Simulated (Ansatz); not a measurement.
## Structure relaxation, Ge₂Pd

The relaxed structure here is a generated cell of Ge2Pd: the first start was made by placing the elements on the sites of a structure type, and the end was not matched to a known phase here, so it may be hypothetical.

The start is a generated trial cell of Ge2Pd in the AFLOW prototype AB2_cP12_205_a_c (C2, as in FeS2). A full variable-cell relaxation at zero pressure is run with r2SCAN (plane waves to 500 eV, PAW, scalar-relativistic; Ansatz, a first-principles code). The first steps use a coarse 4×4×4 k-mesh.

Starting cell:
```
CELL_PARAMETERS angstrom
      5.72354     0.00000     0.00000
      0.00000     5.72354     0.00000
      0.00000     0.00000     5.72354
ATOMIC_POSITIONS crystal
  Pd 0.00000 0.00000 0.00000
  Pd 0.50000 0.50000 0.00000
  Pd 0.00000 0.50000 0.50000
  Pd 0.50000 0.00000 0.50000
  Ge 0.38510 0.38510 0.38510
  Ge 0.88510 0.11490 0.61490
  Ge 0.61490 0.88510 0.11490
  Ge 0.11490 0.61490 0.88510
  Ge 0.61490 0.61490 0.61490
  Ge 0.11490 0.88510 0.38510
  Ge 0.38510 0.11490 0.88510
  Ge 0.88510 0.38510 0.11490
```

```yaml
initial_pressure: "+29 GPa (positive: the cell is compressed)"
volume_change: +19.0 %, from 15.62 to 18.60 Å³/atom
band_gap_at_the_end: zero (metallic)
optimiser_moves: 10
```

Final values are on a 6×6×6 k-mesh of the relaxed cell. No spin polarisation in the result.

The run could not lose the symmetry of its start, so the end can be a saddle point.
